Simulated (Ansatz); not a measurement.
Input:

MgB2:
```yaml
crystal:
  lattice:
    - [3.06495, 0.00000, 0.00000]
    - [-1.53247, 2.65432, 0.00000]
    - [0.00000, 0.00000, 3.52272]
  atoms:
    - { symbol: Mg, position: [0.00000, 0.00000, 0.00000] }
    - { symbol: B, position: [0.33333, 0.66667, 0.50000] }
    - { symbol: B, position: [0.66667, 0.33333, 0.50000] }
```

This is the r²SCAN-relaxed structure. Cartesian axes are those of the cell as given.

**Question.** All from r²SCAN in the plane-wave PAW code Ansatz, unless another level is named. Give the Poisson's ratio.

**Answer.** 0.17.

**Question.** What about the highest zone-centre frequency?

**Answer.** 707 cm^-1.

**Question.** What about the elastic constants (relaxed ions, GPa)?

**Answer.** C11 = 453, C12 = 53.2, C13 = 29.6, C33 = 284, C44 = 75.1.

Space group P6/mmm. The r²SCAN relaxation kept the symmetry of its start; of distortions, only those at the zone centre were tested. As this level gives no gap, shear constants depend on the k-mesh and smearing (Fermi–Dirac, 0.1 eV here). As this level gives no gap, phonon frequencies hold no LO–TO term and depend on the k-mesh and smearing (Fermi–Dirac, 0.1 eV here). On the denser mesh and wider smearing of the elastic run this cell carries a stress of 0.8 GPa.

Potentials: the later of the program's two PAW sets.
